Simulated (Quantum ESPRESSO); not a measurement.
# LiW6Nb: a guest atom moved from site to site

A calculation, not a measurement. The program is pw.x of Quantum ESPRESSO 7.5 (plane-wave density functional theory). The cell is made up: eight metal atoms on a face-centred cubic lattice, with elements, volume, strain and displacements drawn at random and not relaxed, so it may be unstable or far from any real phase. PseudoDojo standard norm-conserving files set the functional (PBE unless stated); there is no spin polarisation or spin-orbit coupling, the Fermi-Dirac width of 0.25 eV means electrons at about 2900 K, and the masses in the input are unused placeholders. Heavy elements are run without spin-orbit coupling, which real alloys of them have. A spin test at this wide smearing found no moment, but such smearing suppresses magnetism that the real alloy may have.

The runs move one Li atom among sites that otherwise hold W. Cell, positions, cutoff, mesh and smearing stay as in the input of run 1; sites are counted in its order. Stress in the tables is positive in tension.

Input of run 1:

```
&control calculation='scf', pseudo_dir='./dojo.nc.sr.pbe.v0_5.standard.upf', outdir='./o', disk_io='medium', tprnfor=.true., tstress=.true. /
&system ibrav=0, nat=8, ntyp=3, nbnd=67, ecutwfc=82.02448710, nosym=.true., tot_charge=0,
 occupations='smearing', smearing='fd', degauss=0.0183746611
/
&electrons conv_thr=1.470e-08, electron_maxstep=70, mixing_beta=0.5 /
ATOMIC_SPECIES
Li 1.0 Li.upf
Nb 1.0 Nb.upf
W 1.0 W.upf
CELL_PARAMETERS angstrom
2.0785 4.1571 2.0785
2.0785 -4.1571 2.0785
2.0785 0.0 -6.2355
ATOMIC_POSITIONS angstrom
Li 0.0071 -0.0147 -0.0697
W 2.1336 -2.0622 -0.0162
W 2.0357 0.0823 -2.0676
W 4.1149 -2.1895 -2.0283
W 2.0054 -0.0036 2.1256
W 2.0609 2.181 -0.037
W 4.0838 -0.0405 -0.1147
Nb 4.1741 2.0765 -2.1262
K_POINTS automatic
5 5 4 1 1 1
```

| run | elements on sites 1 to 8 | free energy less that of run 1 (eV) | -TS (eV) | pressure (GPa) | stress xx (GPa) | stress yy (GPa) | stress zz (GPa) | stress yz (GPa) | stress xz (GPa) | stress xy (GPa) | iterations |
| --- | --- | --- | --- | --- | --- | --- | --- | --- | --- | --- | --- |
| 1 | Li W W W W W W Nb | 0.000 | -1.824 | -16.49 | 16.54 | 17.45 | 15.48 | -0.68 | 0.84 | 0.22 | 17 |
| 2 | W Li W W W W W Nb | 0.076 | -1.822 | -16.75 | 15.64 | 17.26 | 17.36 | 0.02 | 0.80 | -0.57 | 16 |
| 3 | W W Li W W W W Nb | 0.069 | -1.836 | -17.55 | 16.97 | 18.55 | 17.13 | -0.20 | 1.34 | -0.15 | 16 |
| 4 | W W W Li W W W Nb | 0.098 | -1.870 | -16.75 | 17.59 | 15.45 | 17.22 | -0.12 | 1.61 | 0.08 | 17 |
| 5 | W W W W Li W W Nb | -0.027 | -1.854 | -16.06 | 15.09 | 16.55 | 16.55 | 0.34 | 0.62 | 0.35 | 17 |
| 6 | W W W W W Li W Nb | 0.162 | -1.878 | -15.70 | 15.44 | 15.64 | 16.01 | -0.23 | 0.70 | 0.22 | 14 |

Forces Fx Fy Fz (eV/Å):

| site | run 1 | run 2 | run 3 | run 4 | run 5 | run 6 |
| --- | --- | --- | --- | --- | --- | --- |
| 1 | 0.02 0.05 0.19 | 0.03 0.05 0.12 | 0.29 0.02 0.01 | 0.33 -0.01 0.12 | 0.17 -0.01 0.23 | 0.00 0.13 0.11 |
| 2 | -0.12 -0.12 -0.50 | -0.42 -0.07 -0.14 | -0.45 -0.24 -0.22 | -0.30 -0.25 -0.47 | -0.22 -0.17 -0.50 | -0.59 0.03 -0.32 |
| 3 | -0.42 -0.67 0.03 | -0.06 -0.54 0.05 | -0.03 -0.39 -0.03 | -0.25 -0.47 0.00 | -0.21 -0.50 -0.14 | -0.05 -0.64 0.00 |
| 4 | 0.01 0.23 -0.45 | 0.01 0.21 -0.53 | 0.05 0.22 -0.84 | 0.02 0.32 -0.48 | -0.07 0.26 -0.56 | 0.21 0.31 -0.82 |
| 5 | 0.78 0.04 -0.52 | 0.48 -0.09 -0.37 | 0.77 0.13 -0.62 | 0.51 0.16 -0.64 | 0.31 0.01 -0.28 | 0.68 -0.05 -0.23 |
| 6 | -0.03 -0.24 0.43 | -0.34 -0.09 0.40 | -0.56 -0.32 0.61 | -0.06 -0.36 0.80 | -0.04 -0.27 0.52 | -0.02 -0.30 0.24 |
| 7 | -0.31 0.29 0.59 | -0.09 0.22 0.27 | -0.01 0.27 0.83 | -0.14 0.35 0.48 | -0.13 0.33 0.51 | -0.10 0.11 0.39 |
| 8 | 0.08 0.43 0.22 | 0.41 0.30 0.19 | -0.06 0.31 0.27 | -0.10 0.23 0.20 | 0.19 0.35 0.23 | -0.13 0.40 0.64 |

The sites are displaced and not relaxed, so the energy differences mix bonding between neighbours with strain and are not ordering energies. A rerun of one cell of this series at a higher cutoff and on a denser mesh moved values by no more than 0.003 eV in energy, 0.07 GPa in stress and 0.004 eV/Å in force, and a second program with other atomic files agreed on that cell to 2 % rms in force and 0.5 GPa in pressure.